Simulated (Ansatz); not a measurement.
Bi$_{2}$SO$_{2}$:
Space group Pnnm (No. 58); a = 3.823 Å, b = 11.906 Å, c = 3.819 Å, α = 90.00°, β = 90.00°, γ = 90.00°

| atom | site | symmetry | x | y | z |
|---|---|---|---|---|---|
| Bi | 4g | ..m | 0.0274 | 0.3577 | 0.0000 |
| S | 2a | ..2/m | 0.0000 | 0.0000 | 0.0000 |
| O | 4g | ..m | 0.0200 | 0.2499 | 0.5000 |

Relaxed with PBEsol.

Q: Give the optical modes at the zone centre with their infrared activity from DFPT, plane-wave PAW PBEsol (Ansatz code).

A: Transverse frequencies, without the LO–TO term; a row sums one degenerate level.

| ω (cm⁻¹) | degeneracy | IR ((D/Å)²/amu) | activity |
|---|---|---|---|
| 6 | 1 | 0.00 | IR-inactive |
| 8 | 1 | 0.00 | IR-inactive |
| 51 | 1 | 0.00 | IR-inactive |
| 52 | 1 | 0.40 | IR |
| 57 | 1 | 59.89 | IR |
| 58 | 1 | 63.44 | IR |
| 65 | 1 | 0.00 | IR-inactive |
| 66 | 1 | 0.00 | IR-inactive |
| 70 | 1 | 44.46 | IR |
| 82 | 1 | 0.00 | IR-inactive |
| 110 | 1 | 0.00 | IR-inactive |
| 110 | 1 | 3.71 | IR |
| 145 | 1 | 0.23 | IR |
| 171 | 1 | 0.00 | IR-inactive |
| 213 | 1 | 2.15 | IR |
| 289 | 1 | 55.38 | IR |
| 289 | 1 | 0.00 | IR-inactive |
| 290 | 1 | 57.29 | IR |
| 290 | 1 | 0.00 | IR-inactive |
| 365 | 1 | 1.90 | IR |
| 368 | 1 | 0.00 | IR-inactive |
| 407 | 1 | 55.25 | IR |
| 449 | 1 | 0.00 | IR-inactive |
| 452 | 1 | 0.00 | IR-inactive |
| 453 | 1 | 3.37 | IR |
| 453 | 1 | 0.00 | IR-inactive |
| 518 | 1 | 0.00 | IR-inactive |

Q: How high does the top mode go among those that the LO–TO term moves?

A: 423 cm⁻¹ for q along x, 516 cm⁻¹ for q along y, 420 cm⁻¹ for q along z.

The first step of the workflow began from a Materials Project structure, measured or hypothetical; the Crystallography Open Database copy checked does not list it. Its standing as an ambient phase is unchecked. The PBEsol relaxation kept the symmetry of its start; whether a distortion lowers the energy is not shown. Scalar-relativistic: spin–orbit coupling is off unless named, which matters more the heavier the elements.

Potentials: the later of the program's two PAW sets.
